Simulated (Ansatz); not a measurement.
## La₄MgNiO₈: field gradients at two levels of theory

Cell: a Materials Project structure (computed, not necessarily an observed phase), atoms as given.

Space group Cmmm (No. 65); a = 5.5406, b = 12.5311, c = 5.5363 Å.

```
site  Wyckoff  site symmetry       x       y       z
 La1       4i            m2m  0.5000  0.6367  0.0000
 La3       4j            m2m  0.5000  0.8633  0.5000
  Mg       2b            mmm  0.5000  0.0000  0.0000
  Ni       2d            mmm  0.0000  0.0000  0.5000
  O7       4i            m2m  0.5000  0.8213  0.0000
  O9       8o            .m.  0.2514  0.0000  0.2490
 O11       4j            m2m  0.5000  0.3211  0.5000
```

One atom of each set is listed; the run and its k-mesh use a cell of 14 atoms with edges of 6.85, 6.85, 5.54 Å.

First run. The numbers come from a DFT calculation in Ansatz (PBE, plane waves and PAW, scalar-relativistic, collinear spin, 420 eV cutoff, Γ-centred 4×4×4 k-points, Fermi–Dirac smearing 0.02 eV). Start moments as typed (μB): 2 on each Ni, none on the rest.

```
site  V_zz (10²¹ V/m²)     η  m (μB)
 La1            -17.09  0.02    0.00
 La3            -15.91  0.01    0.00
  Mg              2.94  0.00    0.01
  Ni              9.97  0.01    1.50
  O7             -2.82  0.01    0.00
  O9              1.13  0.56    0.07
 O11             -0.13  0.02    0.08
```

Second run. The same atoms and settings, except that a Hubbard term is added (U = 5.0 eV on Ni d).

(1) What does the second run give?

Answers

(1) 

```tsv
site	V_zz	η	change of V_zz	m (μB)
La1	-17.20	0.02	-0.11	0.00
La3	-16.62	0.00	-0.71	0.00
Mg	3.05	0.00	+0.11	0.01
Ni	10.64	0.00	+0.67	1.63
O7	-2.87	0.01	-0.05	0.00
O9	-0.51	0.31	–	0.05
O11	-1.15	0.00	-1.02	0.05
```

The largest change of V_zz along a kept axis is on O11, from -0.13 to -1.15. In per cent, |V_zz| changes by +1 to +4 on La, +4 on Mg, +7 on Ni, +2 on O (all sites that start above 0.5, bar those whose gradient vanishes or changes sign or whose main axis turns by over 40°). On O9 the largest principal value lies along another axis in the second run, so the two V_zz can't be compared directly.

With these PAW files V_zz is typically within 2 to 3 % of all-electron values, but misses above 10 % occur on Ni. All moments are parallel here, as the start or the cell imposes; many such compounds order antiparallel, where fields and spin densities carried over to other atoms largely cancel. The magnetic order is the one that the run reached from its start moments, not necessarily the measured one.
For the first run: Without spin–orbit coupling (the program notes it for La) the gradients can shift somewhat, as the gap is small. With a gap of 0.4 eV on this mesh, small gradients can still move by 0.1 × 10²¹ V/m² or more as the k-mesh gets denser.
For the second run: The program didn't check the stability of this electronic state in full, so a lower one may lie near. Without spin–orbit coupling (the program notes it for La) the gradients are little affected as a rule: paired runs on crystals with a gap mostly move them by under 2 % at such atoms.
